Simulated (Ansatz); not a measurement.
Data sheet: In₂TeO₂ (DFT)

In2TeO2:
```xyz
5
Lattice="3.7424 0.0000 0.0000 -1.8712 3.2410 0.0000 0.0000 0.0000 7.1869" Properties=species:S:1:pos:R:3 pbc="T T T"
In     1.8712     1.0803     5.8086
In     0.0000     2.1607     1.3784
Te     0.0000     0.0000     3.5935
O      1.8712     1.0803     0.8566
O      0.0000     2.1607     6.3304
```

Space group P-3m1 (No. 164); conventional cell a = 3.742 Å, b = 3.742 Å, c = 7.187 Å, α = 90.00°, β = 90.00°, γ = 120.00°.

Method: DFT-PBEsol in the program Ansatz with PAW potentials. Structure relaxed to zero pressure with the same functional. Other levels are named where they apply.

### Cell and energy

Volume per atom: 17.43 Å³
Density: 7.41 g/cm³
Formation energy from the elements (no fitted shifts): -0.95 eV/atom

### Electronic structure

- Electronic character = metallic (no gap)
- Density of states at the Fermi level = 0.23 states/eV per atom (mean over ±0.08 eV)
- Gap with spin–orbit coupling = none (metallic)

### Mechanics

- Bulk modulus (Birch–Murnaghan fit) = 96.1 GPa
- Pressure derivative B′ = 5.3

### Phonons

* **Highest zone-centre frequency**: 437 cm⁻¹
* **Zone-centre stability**: no imaginary mode at Γ

The start of the workflow was typed in or built on a structure type; neither database checked (COD, Materials Project) lists it. Its standing as an ambient phase is unchecked. The PBEsol relaxation kept the symmetry of its start. As this level gives no gap, phonon frequencies hold no LO–TO term and depend on the k-mesh and smearing (Fermi–Dirac, 0.1 eV here). The references are the lowest solids computed at this level, not always the standard phases (solids in place of the gases). Spin–orbit coupling is left out wherever it is not named.

Potentials: the earlier of the program's two PAW sets. The files were generated under PBE; for other functionals the program regenerates the frozen cores, and for LDA and PBEsol the local potential too.
